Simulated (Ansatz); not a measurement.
AlMo2C in space group P6_3/mmc (No. 194; Al on 2d, Mo on 4f, C on 2a) at seven volumes, the program Ansatz at the PBE level (PAW), shape and atoms relaxed at each. One row is withheld.

```tsv
V (Å³/atom)	P (GPa)
12.147	22.94
12.547	13.96
12.948	6.36
13.348	-0.01
13.748	-5.37
14.149	-9.92
14.549	?
```

**Question.** Fit the shown pressures and predict the withheld one.

**Answer.** P = (3/2)B₀(x^(7/2) − x^(5/2))[1 + (3/4)(B′ − 4)(x − 1)] with x = (V₀/V)^(2/3). Least squares on the six rows gives V₀ = 13.348 Å³/atom, B₀ = 195 GPa, B′ = 4.69. At V = 14.549, x = 0.9442 and P = -13.73 GPa. The run itself gave -13.35 GPa.

The start of the workflow was typed in or built on a structure type; neither database checked (COD, Materials Project) lists it. Whether it is the stable phase at ambient conditions was not checked. The PBE relaxation kept the symmetry of its start; whether a distortion lowers the energy is not shown. The run is not spin-polarised.

Potentials: the earlier of the program's two PAW sets.
